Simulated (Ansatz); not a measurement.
Relaxation of a generated trial cell of ZrS2; 6 atoms in the cell, which starts as Cmcm (No. 63), oS12; a = 9.172 Å, b = 5.201 Å, c = 5.065 Å, α = β = γ = 90.00°. Method: PBEsol (plane waves to 420 eV, PAW, scalar-relativistic; Ansatz, a quantum-chemistry and plane-wave program). Γ-centred k-mesh 5×5×5 on the run's cell (coarser than for final values), Fermi–Dirac smearing 0.05 eV. This is the first round of the run. 

The optimiser's lines from the output (shortened; P is positive under compression):

```
relax step   1: F+E_penalty+E_count = -11802.33023706 eV  Δ(F+E_penalty+E_count) = +0.000e0 eV  max|allowed force component| = 1.764e0 eV/Å  Δτ_max = 0.0000 Å  P = -20.356 GPa  Ω = 120.805 Å³  (7 SCF iters, dr2 threshold 1.00e-7 eV, accepted)
relax step   2: F+E_penalty+E_count = -11804.47341185 eV  Δ(F+E_penalty+E_count) = -2.143e0 eV  max|allowed force component| = 7.338e-1 eV/Å  Δτ_max = 0.1080 Å  P = -13.422 GPa  Ω = 108.164 Å³  (6 SCF iters, dr2 threshold 6.00e-7 eV, accepted)
relax step   3: F+E_penalty+E_count = -11805.22981352 eV  Δ(F+E_penalty+E_count) = -7.564e-1 eV  max|allowed force component| = 2.436e-1 eV/Å  Δτ_max = 0.0888 Å  P = +0.694 GPa  Ω = 95.841 Å³  (6 SCF iters, dr2 threshold 6.00e-7 eV, accepted)
relax step   4: F+E_penalty+E_count = -11805.25349441 eV  Δ(F+E_penalty+E_count) = -2.368e-2 eV  max|allowed force component| = 4.514e-2 eV/Å  Δτ_max = 0.0477 Å  P = -0.162 GPa  Ω = 95.917 Å³  (5 SCF iters, dr2 threshold 6.00e-7 eV, accepted)
relax step   5: F+E_penalty+E_count = -11805.25539105 eV  Δ(F+E_penalty+E_count) = -1.897e-3 eV  max|allowed force component| = 2.244e-2 eV/Å  Δτ_max = 0.0065 Å  P = -0.022 GPa  Ω = 95.958 Å³  (5 SCF iters, dr2 threshold 6.00e-7 eV, accepted)
relax step   6: F+E_penalty+E_count = -11805.25560372 eV  Δ(F+E_penalty+E_count) = -2.127e-4 eV  max|allowed force component| = 8.597e-3 eV/Å  Δτ_max = 0.0012 Å  P = -0.016 GPa  Ω = 95.961 Å³  (4 SCF iters, dr2 threshold 2.25e-7 eV, accepted)
relax step   7: F+E_penalty+E_count = -11805.25561790 eV  Δ(F+E_penalty+E_count) = -1.418e-5 eV  max|allowed force component| = 3.306e-4 eV/Å  Δτ_max = 0.0007 Å  P = -0.001 GPa  Ω = 95.940 Å³  (4 SCF iters, dr2 threshold 5.88e-9 eV, accepted)
relax step   8: F+E_penalty+E_count = -11805.25414815 eV  Δ(F+E_penalty+E_count) = +1.470e-3 eV  max|allowed force component| = 2.884e-4 eV/Å  Δτ_max = 0.0000 Å  P = +0.001 GPa  Ω = 95.940 Å³  stress off target by 2.27e-3 GPa  SCF on the basis re-selected at this cell (its energy is not comparable with the rows above)  (5 SCF iters)
```

From the first to the last row the energy changes by -0.49 eV/atom and the volume by -20.6 %. The last row is marked as not comparable with the walk above it, whose basis was carried along; it does compare with step 1, since both stand on a basis selected at the nominal cutoff for their own cell.

Later rounds, restarted from the end of this one on a renewed k-mesh, logged 10 more steps and released under 0.01 eV/atom more. The final structure after all rounds: I4/mmm (No. 139), tI6; a = 3.381 Å, b = 3.381 Å, c = 8.384 Å, α = 90.00°, β = 90.00°, γ = 90.00°. Between re-selections the logged energies stand on a plane-wave basis carried along with the cell. No spin polarisation in the result.

The run could not lose the symmetry of its start, so the end can be a saddle point.

The relaxed structure here is a generated cell of ZrS2: the first start was made by placing the elements on the sites of a structure type, and the end was not matched to a known phase here, so it may be hypothetical. Known forms of ZrS2 include space group No. 164.
